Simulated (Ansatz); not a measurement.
AlNi (CsCl type, Pm-3m) at seven volumes, plane-wave PAW PBE (Ansatz code), scaled uniformly. One row is withheld.

```
V (Å³/atom)  P (GPa)
-----------  -------
11.019         18.43
11.382         11.27
11.746          5.18
12.109          0.00
12.472         -4.42
12.836             ?
13.199        -11.37
```

Q: Fit the shown pressures and predict the withheld one.

A: P = (3/2)B₀(x^(7/2) − x^(5/2))[1 + (3/4)(B′ − 4)(x − 1)] with x = (V₀/V)^(2/3). Least squares on the six rows gives V₀ = 12.109 Å³/atom, B₀ = 159 GPa, B′ = 4.35. At V = 12.836, x = 0.9619 and P = -8.17 GPa. The run itself gave -8.17 GPa.

The cell was relaxed with PBE under the symmetry of its start; phonons on a q-mesh show no instability. The workflow began spin-polarised and lost its moments.

Potentials: the later of the program's two PAW sets.
